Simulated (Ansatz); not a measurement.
Independent-particle absorption of MgO (Fm-3m, a = 4.204 Å, b = 4.204 Å, c = 4.204 Å, α = 90.00°, β = 90.00°, γ = 90.00°), no local fields or excitons, 0.1 eV broadening. Method: DFT r2SCAN, scalar-relativistic, plane waves, PAW in Ansatz 0.2.0.

Plane waves to 500 eV, a k mesh through Γ of 10×10×10 on the computed 2-atom cell and Gaussian smearing (0.02 eV); no spin polarisation. The spectrum is summed on a 15×15×15 mesh.

```
CELL_PARAMETERS angstrom
0.00000 2.10217 2.10217
2.10217 0.00000 2.10217
2.10217 2.10217 0.00000
ATOMIC_POSITIONS crystal
Mg 0.00000 0.00000 0.00000
O 0.50000 0.50000 0.50000
```

photon energy (eV), ε2,zz and a bar:
```
      0.0       0.00
      0.4       0.00
      0.8       0.00
      1.2       0.00
      1.6       0.00
      2.0       0.00
      2.4       0.00
      2.8       0.00
      3.2       0.00
      3.6       0.00
      4.0       0.00
      4.4       0.00
      4.8       0.00
      5.2       0.00
      5.6       0.02
      6.0       0.44 ##
      6.4       0.64 ####
      6.8       0.77 ####
      7.2       0.88 #####
      7.6       0.98 #####
      8.0       1.09 ######
      8.4       1.23 #######
      8.8       1.44 ########
      9.2       1.83 ##########
      9.6       3.31 ##################
     10.0       3.12 #################
     10.4       2.85 ################
     10.8       2.65 ##############
     11.2       2.52 ##############
     11.6       3.56 ###################
     12.0       5.49 ##############################
     12.4       4.57 #########################
     12.8       3.44 ###################
     13.2       2.93 ################
     13.6       2.63 ##############
     14.0       2.69 ###############
```

The strongest peak lies near 12.0 eV. ε∞ (xx, yy, zz) = 3.0, 3.0, 3.0.

Cost: 1 run of about 0.51 core-minutes, on Arm Neoverse N1 (shared hosts).